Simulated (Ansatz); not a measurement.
The cell is a measured one (Crystallography Open Database entry 9012700); the temperature and pressure of the measurement aren't taken into account, and nothing was relaxed.

PbO: DFT, PBE, all-electron LAPW, scalar-relativistic (Ansatz 0.2.0).

Command: `ansatz run input.yaml --threads 1 --pin off --max-ram 4096MiB --backend cpu --events-out ev --progress --plain --runs-dir out` The run took 3.3 min on 1 thread of Arm Neoverse V1, on a shared host, peak memory 0.67 GiB.

```yaml
crystal:
  lattice:
    - [3.9744, 0.0, 0.0]
    - [0.0, 3.9744, 0.0]
    - [0.0, 0.0, 5.022]
  atoms:
    - { symbol: Pb, position: [0.0, 0.5, 0.2351] }
    - { symbol: Pb, position: [0.5, 0.0, 0.7649] }
    - { symbol: O, position: [0.0, 0.0, 0.0] }
    - { symbol: O, position: [0.5, 0.5, 0.0] }
kpoints:
  mp_grid: { grid: [7, 7, 6] }
  band_path:
    path:
      - [0.0, 0.0, 0.0]
      - [0.0, 0.5, 0.0]
      - [0.5, 0.5, 0.0]
      - [0.0, 0.0, 0.0]
      - [0.0, 0.0, 0.5]
      - [0.0, 0.5, 0.5]
      - [0.5, 0.5, 0.5]
      - [0.0, 0.0, 0.5]
      - [0.0, 0.5, 0.0]
    npoints: 14
scf:
  occupations: { method: fermi_dirac, width: 0.03 }
hamiltonian:
  xc: pbe
  pseudopotentials: { kind: all_electron, lapw: { basis_error: 0.001 } }
output:
  forces: true
  stress: true
  eigenvalues: true
  fatbands: true
  populations: true
  dos: { projected: true, de: 0.2, e_range: [-14, 8] }
```

Output:

```
Pb: projections on atomic orbitals take those of the free atom 1s2 2s2 2p6 3s2 3p6 3d10 4s2 4p6 4d10 4f14 5s2 5p6 5d10 6s2 6p2, of charge +0.00 (hamiltonian.pseudopotentials.projection_atoms)
O: projections on atomic orbitals take those of the free atom 1s2 2s2 2p4, of charge +0.00 (hamiltonian.pseudopotentials.projection_atoms)
LAPW: plane waves up to 9.211 Å⁻¹, error target 1.0e-3 eV per atom; small_component_spin mean_spin; O in spheres of 1.019 Å, 8 of its electrons in bands, Dirac shells []; Pb in spheres of 1.293 Å, 46 of its electrons in bands, Dirac shells []
Engine: ansatz 0.2.0
Pseudopotentials: kind: all_electron
Pseudopotential: Pb, LAPW, valence charge 46, Koelling and Harmon's equation, gaussian nucleus
Pseudopotential: O, LAPW, valence charge 8, Koelling and Harmon's equation, gaussian nucleus
Functional definition: PBE
  parameter kappa = 0.804
  parameter beta = 0.06672455060314922
  exchange = pbe_x(kappa = kappa, mu = beta*pi^2/3)
  correlation = pbe_c(beta = beta)
Crystal: 4 atoms, lattice volume = 79.327 Å³
Basis set: ecut = 323.25251214576224 eV, 1027 PW (Γ), exchange–correlation at level 2
Bands: 65, of which v1, the nominal top of the filled ones, is band 54 counted from 1 (53 counted from 0)
Symmetry: 16 space group operations
Space group: P4/nmm (ITA 129), of the structure as read, at distance tolerance 4.3e-5 Å
k-points: 40 of 294
Non-local potential: Pb, projectors of the file, none
Non-local potential: O, projectors of the file, none
Initial density: superposition of atomic densities (chi_scale 0.1, normalization cell, long waves kept (reshape's long-wave potential 0.19 eV rms))
Initial wavefunctions: plane waves of lowest kinetic energy (no species holds an atomic orbital)
Functional: x = pbe(κ = 0.804, μ = 0.2195149727645171), c = pbe(β = 0.06672455060314922)
iter 1 solved again at ethr=9.17e-3 eV; its pass at ethr=1.00e-1 eV (dr2=9.91e0 eV) is discarded
SCF iter   1: F=—  HF=-1140233.916801 eV  |F-HF|=—  |Δ(HF+E_count)|=         —  Δρ=8.61e-2  dr2=9.90e0  ethr=9.17e-3  ⟨swp⟩=2.0  Hψ=15366  notcnv=0
preconditioner: auto → Resta (q_TF=auto, 2.872 Å⁻¹)  ε∞=2.8  [insulator: Δε(μ)=3.236 eV  Ē_g=19.833 eV  σ=0.030 eV  W_gap=1.00  n_scr=28 (ndim 8)  ℏωp=26.4 eV  f_vac=0.259  D(μ)=0.00/eV (n_scr^D=0)  ε∞_Penn≈2.8]
iter 2 solved again at ethr=8.67e-4 eV; its pass at ethr=9.17e-3 eV (dr2=9.37e-1 eV) is discarded
SCF iter   2: F=—  HF=-1140230.491166 eV  |F-HF|=—  |Δ(HF+E_count)|=    3.43e0  Δρ=2.91e-2  dr2=9.37e-1  ethr=8.67e-4  ⟨swp⟩=2.0  Hψ=12798  notcnv=0
SCF iter   3: F=—  HF=-1140229.400739 eV  |F-HF|=—  |Δ(HF+E_count)|=    1.09e0  Δρ=2.21e-2  dr2=6.42e-1  ethr=8.67e-4  ⟨swp⟩=3.0  Hψ=8076  notcnv=0
SCF iter   4: F=—  HF=-1140229.404171 eV  |F-HF|=—  |Δ(HF+E_count)|=         —  Δρ=1.34e-2  dr2=3.01e-1  ethr=5.94e-4  ⟨swp⟩=3.0  Hψ=7871  notcnv=0
the basis was enlarged: its passes take 634.6 KiB over the memory plan, 1 of 1 planned eigensolver slots
SCF iter   5: F=—  HF=-1140229.342778 eV  |F-HF|=—  |Δ(HF+E_count)|=   6.14e-2  Δρ=8.32e-3  dr2=1.09e-1  ethr=2.79e-4  ⟨swp⟩=2.0  Hψ=7614  notcnv=0
SCF iter   6: F=—  HF=-1140229.305218 eV  |F-HF|=—  |Δ(HF+E_count)|=   3.76e-2  Δρ=1.27e-3  dr2=2.46e-3  ethr=1.01e-4  ⟨swp⟩=2.0  Hψ=7709  notcnv=0
SCF iter   7: F=—  HF=-1140229.303958 eV  |F-HF|=—  |Δ(HF+E_count)|=   1.26e-3  Δρ=2.76e-4  dr2=9.65e-5  ethr=2.28e-6  ⟨swp⟩=2.8  Hψ=7488  notcnv=0
SCF iter   8: F=—  HF=-1140229.304006 eV  |F-HF|=—  |Δ(HF+E_count)|=   4.84e-5  Δρ=1.26e-4  dr2=2.24e-5  ethr=8.94e-8  ⟨swp⟩=3.0  Hψ=7756  notcnv=0
SCF iter   9: F=—  HF=-1140229.304017 eV  |F-HF|=—  |Δ(HF+E_count)|=   1.09e-5  Δρ=2.97e-5  dr2=1.40e-6  ethr=2.07e-8  ⟨swp⟩=3.0  Hψ=7662  notcnv=0
SCF iter  10: F=—  HF=-1140229.304020 eV  |F-HF|=—  |Δ(HF+E_count)|=   2.28e-6  Δρ=1.00e-5  dr2=1.61e-7  ethr=1.29e-9  ⟨swp⟩=3.0  Hψ=7760  notcnv=0
SCF iter  11: F=-1140229.304020 eV  HF=-1140229.304020 eV  |F-HF|=0.00e0  |Δ(HF+E_count)|=   1.41e-7  Δρ=1.84e-6  dr2=4.49e-9  ethr=1.50e-10  ⟨swp⟩=3.0  Hψ=7746  notcnv=0
SCF 1 converged in 11 iterations: F = -1140229.304020 eV  dr2 = 4.49e-9
NSCF: frozen V_eff on 113 k-points
SCF converged after 11 iterations
Free energy (F): -1140229.304020 eV
Harris-Foulkes:  -1140229.304020 eV  (|F-HF|=0.00e0)
Internal energy: -1140229.304020 eV  (E = F + TS)
E sigma→0 (E₀):  -1140229.304020 eV
Fermi energy:    12.950292 eV
--- Per-component energies (eV) ---
  E_band       = -14157.452781
  E_kinetic    = 1314035.269949
  E_xc         = -21627.885759
  E_electrostatic = -2432636.688209  (all electrons and nuclei)
  E_smearing   = -0.000000  (= −TS)
  E_closure    = 0.000000  (closes the sum)
  E_atoms      = -1140207.893710  (free atoms, spherical and without spin; not in F)
  Σ components = -1140229.304020   (vs F -1140229.304020, Δ=0.00e0)
  Basis errors (estimates in eV, not in F): energy 4.5e-4 per atom: plane waves 4.1e-4 (2.4e-4 summed), levels above the bands 5.0e-182, relativity 4.4e-8, radial functions 4.2e-5, core shells 5.6e-8; eigenvalues (radial functions only) 5.7e-6; not estimated: angular momenta, meshes, grids; target (lapw.basis_error) 1.0e-3; muffin-tin radii O 1.019 Å, Pb 1.293 Å
--- Forces (eV/Å), atoms counted from 1 ---
  atom   1  Pb     0.00000000     0.00000000     0.45453658
  atom   2  Pb     0.00000000     0.00000000    -0.45453658
  atom   3  O     -0.00000000     0.00000000     0.00000000
  atom   4  O     -0.00000000     0.00000000     0.00000000
  max |Σ_I F_I| component: 1.73e-18 eV/Å
--- Stress (GPa, compression-positive) ---
        5.216868       0.000000       0.000000
        0.000000       5.216868       0.000000
        0.000000       0.000000       4.224186
  P = ⅓ Tr σ = 4.8860 GPa (48.860 kbar)
--- Band table (eV; the first three rows and the last of 40) ---
  k-point 0: bands = ["-492.8326", "-492.8326", "-383.8730", "-383.8730", "-383.8656", "-383.8656", "-383.8604", "-383.8604", "-383.8604", "-383.8604", "-383.8580", "-383.8580", "-126.2788", "-126.2788", "-115.2903", "-115.2903", "-115.2903", "-115.2903", "-115.2858", "-115.2858", "-115.2805", "-115.2805", "-115.2795", "-115.2795", "-115.2795", "-115.2795", "-115.2788", "-115.2788", "-68.1366", "-68.1358", "-68.1318", "-68.1318", "-68.1313", "-68.1313", "-6.2619", "-5.7234", "-3.8457", "-3.8457", "-3.7798", "-3.7699", "-3.6869", "-3.6131", "-3.6131", "-3.6076", "-3.5853", "-2.2310", "4.9964", "5.5458", "7.8749", "7.8749", "10.4607", "10.4889", "10.4889", "12.1946", "14.5827", "17.6584", "17.8808", "17.8808", "18.8292", "18.8292", "19.7461", "20.2990", "22.3527", "26.0631", "27.2417"]
  k-point 1: bands = ["-492.8326", "-492.8326", "-383.8730", "-383.8730", "-383.8656", "-383.8656", "-383.8604", "-383.8604", "-383.8604", "-383.8604", "-383.8580", "-383.8580", "-126.2788", "-126.2788", "-115.2903", "-115.2903", "-115.2903", "-115.2903", "-115.2858", "-115.2858", "-115.2805", "-115.2805", "-115.2795", "-115.2795", "-115.2795", "-115.2795", "-115.2788", "-115.2788", "-68.1366", "-68.1358", "-68.1318", "-68.1318", "-68.1313", "-68.1313", "-6.2561", "-5.7196", "-3.8350", "-3.8350", "-3.7779", "-3.7692", "-3.6814", "-3.6260", "-3.6260", "-3.6112", "-3.5909", "-2.2275", "4.3483", "6.3674", "7.9124", "7.9124", "10.4509", "10.4830", "10.4830", "12.0418", "14.3807", "17.1991", "17.1991", "17.5004", "19.6203", "19.6203", "19.6524", "20.4583", "23.5598", "26.0895", "27.0718"]
  k-point 2: bands = ["-492.8326", "-492.8326", "-383.8730", "-383.8730", "-383.8656", "-383.8656", "-383.8604", "-383.8604", "-383.8604", "-383.8604", "-383.8580", "-383.8580", "-126.2788", "-126.2788", "-115.2903", "-115.2903", "-115.2903", "-115.2903", "-115.2858", "-115.2858", "-115.2805", "-115.2805", "-115.2795", "-115.2795", "-115.2795", "-115.2795", "-115.2788", "-115.2788", "-68.1365", "-68.1359", "-68.1318", "-68.1318", "-68.1314", "-68.1314", "-6.2444", "-5.7120", "-3.8083", "-3.8083", "-3.7939", "-3.7456", "-3.6676", "-3.6572", "-3.6572", "-3.6207", "-3.6048", "-2.2205", "3.7794", "7.3674", "7.9899", "7.9899", "10.4315", "10.4695", "10.4695", "11.5758", "14.1877", "16.5050", "16.5050", "16.8323", "20.4224", "20.5501", "20.5501", "20.8204", "25.4698", "26.1486", "26.1626"]
  k-point 39: bands = ["-492.8326", "-492.8326", "-383.8730", "-383.8730", "-383.8656", "-383.8656", "-383.8604", "-383.8604", "-383.8604", "-383.8604", "-383.8580", "-383.8580", "-126.2788", "-126.2788", "-115.2903", "-115.2903", "-115.2903", "-115.2903", "-115.2858", "-115.2858", "-115.2805", "-115.2805", "-115.2795", "-115.2795", "-115.2795", "-115.2795", "-115.2788", "-115.2788", "-68.1362", "-68.1362", "-68.1319", "-68.1319", "-68.1316", "-68.1316", "-5.8992", "-5.8746", "-3.7359", "-3.7130", "-3.6808", "-3.6655", "-3.6537", "-3.6530", "-3.6344", "-3.6331", "-2.8078", "-2.7187", "4.0234", "4.1724", "8.0109", "8.3632", "10.0339", "10.2432", "10.9016", "11.0940", "15.7022", "15.8174", "16.3200", "17.1616", "17.9298", "18.6440", "23.2086", "23.2786", "26.1559", "26.5983", "26.6991"]
--- Löwdin populations: 4 sites ---
  site symbol       q [e]
     0     Pb     81.2320
     1     Pb     81.2320
     2      O      8.7146
     3      O      8.7146
  spilling = 0.000593 (of n_electrons = 180.000000)
```

populations.tsv:

```
# site	symbol	l	j	q
# orbitals = lowdin
# n_electrons = 180.000000
# spilling = 0.000593
# projection_atom_Pb: 1s2 2s2 2p6 3s2 3p6 3d10 4s2 4p6 4d10 4f14 5s2 5p6 5d10 6s2 6p2
# projection_atom_O: 1s2 2s2 2p4
0	Pb	0_1S	-	2.000000
0	Pb	0_2S	-	1.999996
0	Pb	0_3S	-	1.999955
0	Pb	0_4S	-	1.999575
0	Pb	0_5S	-	1.994899
0	Pb	0_6S	-	1.731899
0	Pb	1_2P	-	6.000000
0	Pb	1_3P	-	5.999999
0	Pb	1_4P	-	5.999960
0	Pb	1_5P	-	5.996439
0	Pb	1_6P	-	1.520906
0	Pb	2_3D	-	10.000000
0	Pb	2_4D	-	9.999998
0	Pb	2_5D	-	9.988419
0	Pb	3_4F	-	13.999998
1	Pb	0_1S	-	2.000000
1	Pb	0_2S	-	1.999996
1	Pb	0_3S	-	1.999955
1	Pb	0_4S	-	1.999575
1	Pb	0_5S	-	1.994899
1	Pb	0_6S	-	1.731899
1	Pb	1_2P	-	6.000000
1	Pb	1_3P	-	5.999999
1	Pb	1_4P	-	5.999960
1	Pb	1_5P	-	5.996439
1	Pb	1_6P	-	1.520906
1	Pb	2_3D	-	10.000000
1	Pb	2_4D	-	9.999998
1	Pb	2_5D	-	9.988419
1	Pb	3_4F	-	13.999998
2	O	0_1S	-	1.998564
2	O	0_2S	-	1.788067
2	O	1_2P	-	4.927997
3	O	0_1S	-	1.998564
3	O	0_2S	-	1.788067
3	O	1_2P	-	4.927997
```
